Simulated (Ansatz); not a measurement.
Pt:
```yaml
crystal:
  lattice:
    - [0.00000, 1.95896, 1.95896]
    - [1.95896, 0.00000, 1.95896]
    - [1.95896, 1.95896, 0.00000]
  atoms:
    - { symbol: Pt, position: [0.00000, 0.00000, 0.00000] }
```

Relaxed with PBEsol. Special points in fractions of this cell's reciprocal vectors: Γ (0.000, 0.000, 0.000); X (0.500, 0.000, 0.500); U (0.625, 0.250, 0.625); K (0.375, 0.375, 0.750); L (0.500, 0.500, 0.500); W (0.500, 0.250, 0.750).

**Question.** List the band energies nearest the Fermi level at these points for PBEsol in the plane-wave PAW code Ansatz.

**Answer.** In eV from the Fermi level; about four levels below and three above (degenerate sets whole), none deeper than 8.9 eV; … stands for higher levels left out; points with the same levels are listed once.

```
k                          below           above
-  -----------------------------  --------------
Γ  -3.84 -3.84 -3.84 -1.65 -1.65               …
X                    -7.16 -6.70  0.02 0.49 0.49
U        -5.54 -2.91 -1.33 -0.18          5.69 …
L        -7.42 -3.90 -3.90 -0.57     0.04 0.04 …
W        -5.73 -4.62 -4.62 -2.03     0.50 7.08 …
```

Space group Fm-3m (fcc (Cu type)). The PBEsol relaxation kept the symmetry of its start. No spin polarisation was allowed. Scalar-relativistic: spin–orbit coupling is off unless named, which matters more the heavier the elements.

Potentials: the earlier of the program's two PAW sets. The files were generated under PBE; for other functionals the program regenerates the frozen cores, and for LDA and PBEsol the local potential too.
